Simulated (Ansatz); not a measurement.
One relaxed cell of Sr₃Sn₂O₇ at several levels

A database entry relaxed whole under r2SCAN at zero pressure (Cmcm, No. 63):

```
Sr Sn O
1.0
    10.26848   -2.89860    0.00000
    10.26848    2.89860    0.00000
     0.00000    0.00000    5.72139
Sr Sn O
6 4 14
Direct
  0.42529 0.94820 0.75000
  0.57471 0.05180 0.25000
  0.94820 0.42529 0.25000
  0.05180 0.57471 0.75000
  0.24705 0.75295 0.75000
  0.75295 0.24705 0.25000
  0.84736 0.34957 0.75000
  0.15264 0.65043 0.25000
  0.34957 0.84736 0.25000
  0.65043 0.15264 0.75000
  0.08429 0.08429 0.50000
  0.91571 0.91571 0.00000
  0.91571 0.91571 0.50000
  0.08429 0.08429 0.00000
  0.68406 0.31594 0.75000
  0.31594 0.68406 0.25000
  0.00034 0.39360 0.75000
  0.99966 0.60640 0.25000
  0.39360 0.00034 0.25000
  0.60640 0.99966 0.75000
  0.38990 0.38990 0.00000
  0.61010 0.61010 0.50000
  0.61010 0.61010 0.00000
  0.38990 0.38990 0.50000
```

Its volume is 14.19 Å³ an atom, +0.5 % against the entry's 14.12, a cell as deposited in COD (2000).

Single points on this cell with plane-wave PAW DFT (Ansatz 0.2.0; r2SCAN 500 eV, hybrids 420 eV; fermi-dirac occupations of width 0.020 eV; no moments): r2SCAN on a 4×4×4 Γ-centred mesh; r2SCAN with spin-orbit coupling on a 2×2×2 Γ-centred mesh; HSE06 on a 2×2×2 Γ-centred mesh; PBE0 on a 2×2×2 Γ-centred mesh.

**Question.** How do gap, pressure and charges move from level to level?

**Answer.** The runs give:

```
                          level  gap (eV), or kind  pressure (GPa)  Bader charge of Sr (e)  Bader charge of Sn (e)  Bader charge of O (e)
                         r2SCAN               3.16             0.0                   +1.61                   +2.57                  -1.42
r2SCAN with spin-orbit coupling               3.16             0.0                   +1.61                   +2.57                  -1.42
                          HSE06               4.10            -0.6                   +1.62                   +2.57                  -1.43
                           PBE0               4.84            -0.7                   +1.63                   +2.57                  -1.43
```

Under r2SCAN the gap is 3.16 eV, over mesh and band path. HSE06 moves it by +0.93 eV and PBE0 by +1.67 eV; PBE0 keeps its exact exchange at long range, which widens the gap over HSE06's by 0.74 eV on their common mesh. Spin-orbit coupling moves the r2SCAN gap by +0.00 eV.

Caveats: the relaxation kept the start's symmetry; HSE06 is read on its mesh and at the zone's corners, PBE0 on its mesh alone; hybrid pressures are good to a few tenths of a GPa; pressure is positive in compression.
